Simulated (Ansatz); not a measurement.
# Sb: computed property card

Sb:
Space group Pm-3m (No. 221); a = b = c = 3.061 Å, α = β = γ = 90.00°

```
atom  site  symmetry       x       y       z
----  ----  --------  ------  ------  ------
Sb      1a      m-3m  0.0000  0.0000  0.0000
```

Space group Pm-3m (No. 221), simple cubic; conventional cell a = b = c = 3.061 Å, α = β = γ = 90.00°.

Method: PBEsol in the plane-wave PAW code Ansatz. Structure relaxed to zero pressure with the same functional. Other levels are named where they apply.

Cell and energy:

```json
{
 "volume_per_atom": "28.68 Å³",
 "density": "7.05 g/cm³"
}
```

Electronic structure:

```json
{
  "electronic_character": "metallic (no gap)",
  "Density of states at the Fermi level": "0.49 states/eV per atom (mean over ±0.08 eV)",
  "Gap with spin–orbit coupling": "none (metallic)"
}
```

Mechanics:

```json
{
 "Bulk modulus (Birch–Murnaghan fit)": "64.9 GPa",
 "Pressure derivative B′": "4.7",
 "Elastic constants (relaxed ions, GPa)": "C11 = 147, C12 = 20.0, C44 = 11.3",
 "mechanical_stability": "stable (all eigenvalues of C positive)",
 "hill_bulk_and_shear_moduli": "62.4 and 24.6 GPa",
 "Young's modulus": "65.1 GPa",
 "Poisson's ratio": "0.33",
 "debye_temperature_from_the_elastic_constants": "203 K"
}
```

The first step of the workflow began from a Materials Project structure, measured or hypothetical; the Crystallography Open Database files this formula in space group No. 221, but the cells were not matched. It is not the phase usual at ambient conditions (space group No. 166). Symmetry was held in the PBEsol relaxation; whether a distortion lowers the energy is not shown. As this level gives no gap, shear constants depend on the k-mesh and smearing (Fermi–Dirac, 0.1 eV here). Spin–orbit coupling is left out wherever it is not named.

Potentials: the earlier of the program's two PAW sets. The files were generated under PBE; for other functionals the program regenerates the frozen cores, and for LDA and PBEsol the local potential too.
